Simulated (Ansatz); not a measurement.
**Structure relaxation, La₂Ti₂O₇**

The start is a generated cell, La2Ti2O7 placed in the pyrochlore structure type. The cell and all atomic positions are relaxed at zero pressure with r2SCAN (plane waves to 500 eV, PAW, scalar-relativistic; Ansatz, a program for electronic structure). The first steps use a coarse 3×3×3 k-mesh.

Starting cell:
```
CELL_PARAMETERS angstrom
      0.00000     5.23641     5.23641
      5.23641     0.00000     5.23641
      5.23641     5.23641     0.00000
ATOMIC_POSITIONS crystal
  La 0.12500 0.12500 0.12500
  La 0.12500 0.12500 0.62500
  La 0.12500 0.62500 0.12500
  La 0.62500 0.12500 0.12500
  Ti 0.62500 0.62500 0.62500
  Ti 0.62500 0.62500 0.12500
  Ti 0.62500 0.12500 0.62500
  Ti 0.12500 0.62500 0.62500
  O  0.54500 0.95500 0.95500
  O  0.95500 0.54500 0.54500
  O  0.95500 0.54500 0.95500
  O  0.54500 0.95500 0.54500
  O  0.95500 0.95500 0.54500
  O  0.54500 0.54500 0.95500
  O  0.70500 0.29500 0.70500
  O  0.29500 0.70500 0.29500
  O  0.29500 0.70500 0.70500
  O  0.70500 0.29500 0.29500
  O  0.29500 0.29500 0.70500
  O  0.70500 0.70500 0.29500
  O  0.00000 0.00000 0.00000
  O  0.25000 0.25000 0.25000
```

Q: What is the largest force in the starting geometry, and on which atom (counted from 1)?

A: 1.19 eV/Å, on O9, O10, O11, O12, O13, O14, O15, O16 and others (atoms numbered as listed).

Q: How much energy is released per atom?

A: 29 meV/atom.

Q: How does the volume change?

A: -1.3 %, from 13.05 to 12.88 Å³/atom.

Q: How do the shortest distances between atoms change?

A: The closest pairs of elements (up to four, under 3.6 Å), start → end: O–Ti 2.03 → 1.99 Å; La–O 2.27 → 2.26 Å; O–O 2.70 → 2.72 Å.

Q: Is the relaxed structure metallic? Give its gap.

A: 3.27 eV, direct at Γ (no spin-orbit coupling).

The space group stays Fd-3m (No. 227) (the run could not lower it), with 22 atoms in the primitive cell. Final values are on a 5×5×5 k-mesh of the relaxed cell. No spin polarisation in the result.

The run could not lose the symmetry of its start.

The first start was generated by placing the elements on the sites of a structure type. Materials Project lists a structure of La2Ti2O7 in the same space group, Fd-3m (No. 227); the sites were not compared with it, nor with measured phases.
